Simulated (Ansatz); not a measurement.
ISi, capped honeycomb (chair)-type layer, relaxed and computed with two functionals in Ansatz (plane waves, PAW).

```tsv
functional	a (Å)	thickness (Å)	gap (eV)	IP (eV)
PBE	4.063	5.64	0.55	4.71
r²SCAN+D4	…	…	…	…
```

Question: Fill in the missing entries.

Answer: 
- r²SCAN+D4, a (Å): 4.020
- r²SCAN+D4, thickness (Å): 5.60
- r²SCAN+D4, gap (eV): 0.97
- r²SCAN+D4, IP (eV): 4.84

All cells were relaxed under the symmetry of their starts (and spin orders); stability against distortions was not tested throughout. Scalar-relativistic: spin–orbit coupling is off unless named, which matters more the heavier the elements. Constructed layers (a layer type filled with these elements): ISi, capped honeycomb (chair)-type layer; ISi, capped honeycomb (chair)-type layer.

Potentials: the later of the program's two PAW sets.

Ansatz (a first-principles code) is a plane-wave DFT program.
